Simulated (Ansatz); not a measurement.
Relaxing a structure of Hf

The start is a relaxed Hf cell displaced along its unstable phonon at q = (0, 0, ½) of its primitive reciprocal cell (55i cm⁻¹), largest move 0.15 Å. Cell shape, volume and atoms are optimised at zero target pressure with PBEsol (plane waves to 420 eV, PAW, scalar-relativistic; Ansatz, a first-principles code). First-step values are on the input's coarse k-mesh.

Ansatz input (later rounds restart from its end on a renewed k-mesh):
Ansatz 0.2 input:
```yaml
crystal:
  lattice:
    - [2.9471781539, 0, 0]
    - [-1.473589077, 2.5523311508, 0]
    - [0, 0, 5.9221548602]
  atoms:
    - { symbol: Hf, position: [-0.0293849017, -0.0587698034, 0] }
    - { symbol: Hf, position: [0.0293849017, 0.0587698034, 0.5] }
basis: { ecutwfc: 420, ecutrho_ratio: 4, xc_grid: 2, fft_grid_basis: typed }
kpoints: { mp_grid: { grid: [13, 13, 6] } }
hamiltonian:
  xc: pbesol
  dispersion: none
  pseudopotentials: { azcp: { folder: ./paw }, kind: paw }
scf: { occupations: { method: fermi_dirac, width: 0.05 } }
relax: { f_tol: 0.01, max_steps: 100, cell: { stress_tol: 0.02 } }
output: { forces: true, stress: true }
```

Q: Which atoms feel the largest initial force, and how large is it?

A: 0.25 eV/Å, on Hf1, Hf2 (atoms numbered as listed).

Q: By how much does the energy per atom fall from start to end?

A: 0.44 eV/atom.

Q: How does the volume change?

A: -3.0 %, from 22.27 to 21.60 Å³/atom.

Q: Is the parent structure recovered?

A: It does not go back: it reaches P6₃/mmc (No. 194), hcp (Mg type), 0.46 eV/atom below the parent.

Q: What band gap does the relaxed structure have at this level?

A: Zero (metallic).

Q: What does it relax into? Give the structure.

A: 
Space group P6₃/mmc (No. 194); a = 3.159 Å, b = 3.159 Å, c = 5.000 Å, α = 90.00°, β = 90.00°, γ = 120.00°

```csv
atom,site,symmetry,x,y,z
Hf,2c,-6m2,0.3333,0.6667,0.2500
```

Final values are on a 17×17×9 k-mesh of the relaxed cell. No spin polarisation in the result.

The run could not lose the symmetry of its start.

Of the parent cell (P6/mmm (No. 191)): it is a generated cell of Hf: the first start was made by placing the elements on the sites of a structure type, and the end was not matched to a known phase here, so it may be hypothetical. Known forms of Hf include space group No. 194.
